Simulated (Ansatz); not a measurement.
**Notes on a calculation: Ir (fcc)**

**The experiment.** The Crystallography Open Database holds a cell as deposited of cubic Ir (space group Fm-3m), temperature not stated (1963): a = 3.839 Å, 14.15 Å³/atom.

The computed numbers are results of r²SCAN, scalar-relativistic (no spin polarisation) in the plane-wave PAW code Ansatz at 500 eV, Γ-centred 18×18×18 mesh, 0.05 eV Gaussian smearing. The datasets are Ansatz's generated set soft_2.

The first cell, 0 % over the database's volume:

```yaml
crystal:
  lattice:
    - [0.00000, 1.92000, 1.92000]
    - [1.92000, 0.00000, 1.92000]
    - [1.92000, 1.92000, 0.00000]
  atoms:
    - { symbol: Ir, position: [0.00000, 0.00000, 0.00000] }
```

The steps in volume:

| run | level | k-mesh | kind | V (Å³/atom) | P (GPa) | E − E(final) (meV/atom) | gap on the mesh (eV) |
| --- | --- | --- | --- | --- | --- | --- | --- |
| 1 | PBE, 420 eV | 8×8×8 | fixed cell | 14.16 | 10.2 | – | metal |
| 2 | PBE, 420 eV | 8×8×8 | fixed cell | 15.12 | -12.0 | – | metal |
| 3 | PBE, 420 eV | 8×8×8 | fixed cell | 14.56 | -0.1 | – | metal |
| 4 | r²SCAN | 18×18×18 | fixed cell | 14.56 | -8.8 | 10.1 | metal |
| 5 | r²SCAN | 18×18×18 | fixed cell | 13.70 | 14.7 | 22.0 | metal |
| 6 | r²SCAN | 18×18×18 | fixed cell | 14.20 | -0.1 | 0.0 | metal |

The final structure (symmetry read at 0.01 Å). The structure is cubic, space group Fm-3m (No. 225). Conventional cell: a = 3.844 Å, b = 3.844 Å, c = 3.844 Å, α = 90.00°, β = 90.00°, γ = 90.00°. Ir (site symmetry m-3m) is surrounded by 12 Ir at 2.72 Å. (Neighbours are counted to 15 % beyond the shortest distance.)

```csv
atom,site,symmetry,x,y,z
Ir,4a,m-3m,0.0000,0.0000,0.0000
```

At the final geometry the gap, band path included, is zero (metallic). 

**What lies behind the numbers.**

The calculation's cell holds 17 valence electrons, an odd number. Without magnetic order each band takes two, so one stays part-filled and the crystal must be a metal. (Only strong correlation, outside this picture, could make a Mott insulator of it.)

**Comparison.** The computed cell (3.844 Å, 14.20 Å³/atom) differs from the database's by +0.4 % in volume, about +0.1 % in length. Agreement this close is partly luck: the calculation is for a static lattice, the crystal has zero-point motion and thermal expansion.

For elements this heavy, spin–orbit coupling would shift levels and gaps; it isn't included here.
